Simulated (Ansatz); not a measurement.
Al₃Fe₂Co: computed properties

These are results of DFT PBE, scalar-relativistic, plane waves, PAW (Ansatz), not measurements.

Cutoff 420 eV; k points 12×12×8 on the computed 6-atom cell (Γ-centred); Gaussian smearing, width 0.10 eV; collinear spin from starting moments 0.0 0.0 0.0 0.6 0.6 0.0 μB.

The structure is relaxed at this level of theory with its symmetry kept, and needn't be the ground state of this composition.

Space group P-3m1 (No. 164), trigonal, a = 4.053 Å, c = 4.960 Å. Al on a site of symmetry -3m is surrounded by 6 Fe at 2.47 Å, 2 Co at 2.48 Å and 6 Al at 2.87 Å; Al on a site of symmetry 3m has 5 Fe at 2.47–2.49 Å, 3 Co at 2.48 Å and 6 Al at 2.85–2.87 Å; around Fe lie 8 Al at 2.47–2.49 Å, 3 Fe at 2.84 Å and 3 Co at 2.88 Å; Co has 8 Al at 2.48 Å and 6 Fe at 2.88 Å.

```json
{
 "Volume per atom": "11.76 Å³",
 "Formation energy from the elements' standard states (uncorrected)": "-0.408 eV/atom",
 "Kohn–Sham band gap": "none (metal)",
 "Density of states at the Fermi level": "6.4 states/eV per cell",
 "Orbital (Löwdin) character within 0.5 eV of the Fermi level": "Fe 3d 74 %, Co 3d 15 %",
 "Bader charge by site (e)": "Al (1 in the cell) 1.76, Al (2 in the cell) 1.75, Fe (2 in the cell) -1.70, Co (1 in the cell) -1.86",
 "Total moment": "1.11 μB per cell",
 "Moment by site (μB)": "Fe4 0.56, Fe5 0.56, Co6 0.06"
}
```

Only this magnetic start was tried.

The cell was found from a structure generator's guess, not taken from experiment. Löwdin shares on free-atom orbitals overweight diffuse shells.
